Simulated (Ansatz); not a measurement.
SiMo₃: pressure against volume

A database entry relaxed whole under r2SCAN (Pm-3n):

```xyz
8
Lattice="4.8841 0.0000 0.0000 0.0000 4.8841 0.0000 0.0000 0.0000 4.8841" Properties=species:S:1:pos:R:3 pbc="T T T"
Si    0.0000    0.0000    0.0000
Si    2.4421    2.4421    2.4421
Mo    1.2210    0.0000    2.4421
Mo    2.4421    3.6631    0.0000
Mo    3.6631    0.0000    2.4421
Mo    2.4421    1.2210    0.0000
Mo    0.0000    2.4421    3.6631
Mo    0.0000    2.4421    1.2210
```

The cell was scaled uniformly, its shape held, and the atoms relaxed at each volume with plane-wave PAW DFT (Ansatz 0.2.0; r2SCAN, 500 eV, 7×7×7 Γ-centred mesh, fermi-dirac occupations of width 0.100 eV; no spin, no spin-orbit coupling). One row is withheld.

```
volume (Å³/atom)  energy over the lowest (meV/atom)  pressure (GPa)
          13.690                               47.4           18.65
          13.981                               20.1           11.76
          14.272                                  ?               ?
          14.564                                0.0           -0.01
          14.855                                4.9           -5.02
          15.146                               18.4           -9.53
          15.437                               39.7          -13.58
```

Task: Fit the pressures of the other rows to the third-order Birch-Murnaghan form.

Result: With f = [(V₀/V)^(2/3) − 1]/2 and P = 3B₀f(1 + 2f)^(5/2)[1 + 3(B₀′ − 4)f/2], least squares gives V₀ = 14.56 Å³ an atom, B₀ = 264 GPa and B₀′ = 4.3; the rows miss the fit by less than 0.01 GPa. The slope of the energies differs from these pressures by 0.14 GPa, since they are taken to zero smearing while pressures follow the free energy.

Task: What does the withheld row hold?

Result: The fit gives 5.56 GPa at 14.272 Å³; the run gave 5.57 GPa and 4.7 meV an atom.

Caveats: the shape of the cell was held; 0 K, fixed nuclei; the symmetry was kept, and this need not be the phase that is stable at 0 K; one mesh for all volumes; pressure is positive in compression.
